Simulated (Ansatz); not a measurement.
VPt2:
Space group Immm (No. 71); a = 2.7074 Å, b = 3.7845 Å, c = 8.3002 Å, α = β = γ = 90.00°

```tsv
atom	site	symmetry	x	y	z
V	2a	mmm	0.0000	0.0000	0.0000
Pt	4i	mm2	0.0000	0.0000	0.3392
```
(The calculation used a cell of 3 atoms; values per cell refer to that cell.)

Relaxed at zero pressure with the program Ansatz at the PBEsol level (PAW).

Q: The volume is lowered by 9 % and shape and atoms relax at that volume. What pressure results, and how do the axes share the change?

A: 33.1 GPa; a -3.0 %, b -2.9 %, c -3.4 %; the energy rises by 120 meV/atom.

Q: Give the new structure.

A: 
Space group Immm (No. 71); a = 2.625 Å, b = 3.676 Å, c = 8.021 Å, α = 90.00°, β = 90.00°, γ = 90.00°

```json
[
 {"atom": "V", "site": "2a", "symmetry": "mmm", "x": "0.0000", "y": "0.0000", "z": "0.0000"},
 {"atom": "Pt", "site": "4i", "symmetry": "mm2", "x": "0.0000", "y": "0.0000", "z": "0.3385"}
]
```

The phase is kept; no other phase was compared at this pressure.

The first step of the workflow began from a Materials Project structure, measured or hypothetical; the Crystallography Open Database files this formula in space group No. 71, but the cells were not matched. Its standing as an ambient phase is unchecked. Symmetry was held in the PBEsol relaxation; of distortions, only those at the zone centre were tested. The run is not spin-polarised. Axis ratios of metals converge slowly with the k-mesh, so a and c are less sure than the volume. Spin–orbit coupling is left out wherever it is not named.

Potentials: the later of the program's two PAW sets.
